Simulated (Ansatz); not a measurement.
LiZn (space group Fd-3m)

```xyz
4
Lattice="0.0000 3.0277 3.0277 3.0277 0.0000 3.0277 3.0277 3.0277 0.0000" Properties=species:S:1:pos:R:3 pbc="T T T"
Li     4.5416     4.5416     4.5416
Li     3.0277     3.0277     3.0277
Zn     1.5139     1.5139     1.5139
Zn     0.0000     0.0000     0.0000
```

The slice is a {110} plane (indices of the conventional cell) through the point (0.750, 0.750, 0.750) (fractional), spanned by u = [100] and v = [1 -1 -1] in vectors of this cell: u (4.28 Å) and v (6.06 Å, at 90° to u). It covers one period; positions are fractions (u, v).

Calculation: PBEsol (plane waves to 420 eV, PAW, scalar-relativistic; Ansatz, a quantum-chemistry and plane-wave program). k mesh 13×13×13. Inside the PAW spheres the values are not all-electron values, and peaks at nuclei hang on which shells count as valence. LiZn was relaxed with its symmetry unable to fall.

Q: What is the ELF at the midpoint of the shortest Li–Li line in this plane (2.62 Å)?

A: 0.2.

Q: What is the valence density on the shortest Li–Li line in this plane (2.62 Å), at its midpoint?

A: 0.07 e/Å³.

Q: Predict the map of the electrostatic potential energy of an electron, from the cell's mean on the slice.

A: 
```
|xxxxxxxx66888888777788888866xxxxxx|
|xxxxxxxx66776644111144667766xxxxxx|
|xxxxxx666655xxxxxxxxxxxx556666xxxx|
|666677886600xxxxxxxxxxxx0066887766|
|9999998855xxxxxxxxxxxxxxxx55889999|
|9999998855xxxxxxxxxxxxxxxx55889999|
|7788888855xxxxxxxxxxxxxxxx55888888|
|002255665500xxxxxxxxxxxx0066665522|
|xxxxxx335555xxxxxxxxxxxx555533xxxx|
|xxxxxxxx44666644111144666644xxxxxx|
|xxxxxxxx22778888777788887722xxxxxx|
|xxxxxxxx00779999999999997700xxxxxx|
|xxxxxxxx11779999999999997711xxxxxx|
|xxxxxxxx44778877666677887744xxxxxx|
|xxxxxx336677xxxxxxxxxxxx776633xxxx|
|002255667755xxxxxxxxxxxx5577665522|
|7788888877xxxxxxxxxxxxxxxx77888888|
|9999999977xxxxxxxxxxxxxxxx77999999|
|9999999977xxxxxxxxxxxxxxxx77999999|
|666677887755xxxxxxxxxxxx5577887766|
|xxxxxx667777xxxxxxxxxxxx777766xxxx|
|xxxxxxxx77888877666677888877xxxxxx|
|xxxxxxxx66889999999999998866xxxxxx|
|xxxxxxxx66889999999999998866xxxxxx|
```
Scale: ten equal steps from -0.82 (start of '0') to 6.22 (end of '9'), in the order '0123456789'. Values: electrostatic potential energy of an electron, from the cell's mean, in eV. The map has 17 points along u (two characters each, u = 0 at the left) and 24 along v (v = 0 in the bottom row). Points within 1 Å of a nucleus are blanked (x), as the pseudised field means little there. The zero, the cell's mean, hangs on the PAW cores.
